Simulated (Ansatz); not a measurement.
Mn$_{3}$Sn:
```
Mn3Sn
1.0
    5.75375     0.00000     0.00000
   -2.87688     4.98289     0.00000
    0.00000     0.00000     4.60260
Mn Sn
6 2
Direct
  0.83671   0.67342   0.25000
  0.16329   0.83671   0.75000
  0.32658   0.16329   0.25000
  0.16329   0.32658   0.75000
  0.83671   0.16329   0.25000
  0.67342   0.83671   0.75000
  0.33333   0.66667   0.25000
  0.66667   0.33333   0.75000
```
Starting moments (μB, in the order of the atoms Mn Mn Mn Mn Mn Mn Sn Sn): 3.9 3.9 3.9 3.9 3.9 3.9 -0.4 -0.4.

Relaxed with r²SCAN.

Task: Map the valence electron density (e/Å³), cut off at 5 on the plane through (0.837, 0.673, 0.250) spanned by u = [1, 1, 0] and v = [1, -1, 0] in lattice vectors, from r²SCAN (plane waves, PAW; program Ansatz).

Result: x is the fraction of u, y of v (the angle between them is 90°; rows are the nearest grid lines); atoms in the plane: Mn at (0.00, 0.00), Mn at (0.50, 0.50), Mn at (0.49, 0.00), Mn at (0.99, 0.50), Mn at (0.24, 0.76), Mn at (0.74, 0.26), Sn at (0.24, 0.25), Sn at (0.74, 0.75).
```
|999710000016999999200000018999|
|996200000001599972000000002599|
|221000000000122210000000000122|
|000000000000000000000000000000|
|000001333100000000012332100000|
|000159999971000001279999931000|
|000169999982000001399999941000|
|000014898410000000136997310000|
|000000000000000000000000000000|
|000000000000000000000000000000|
|211000000000012210000000000122|
|999300000002999999200000028999|
|999300000002999999200000028999|
|211000000000012210000000000122|
|000000000000000000000000000000|
|000000000000000000000000000000|
|000125999621000000149999510000|
|000259999972000000399999941000|
|000149999951000000279999920000|
|000001222100000000001111000000|
|000000000000000000000000000000|
|221000000000112210000000000122|
|995200000001499972000000002699|
|999710000016999999200000018999|
```
Scale: ten equal steps from 0.158 (start of '0') to 5.00 (end of '9'), in the order '0123456789'; x runs from 0.000 to 1.00, y from 0.000 (bottom) to 1.00 (top).

The density is the valence pseudo-density with augmentation charge, so density and ELF within about 1 Å of a nucleus are not all-electron values.

Space group P6_3/mmc. The cell was relaxed with r²SCAN under the symmetry of its start. Magnetic state: ferromagnetic, chosen from 3 collinear starts compared on coarse meshes (ties went to the first, and starts can fall back to one state), not a proven ground state. The program gave a warning on the electronic state, which may not be the lowest. For itinerant 3d metals, meta-GGAs of the SCAN family and hybrids are commonly reported to give too large moments. Scalar-relativistic: spin–orbit coupling is off unless named, which matters more the heavier the elements.

Potentials: the later of the program's two PAW sets.
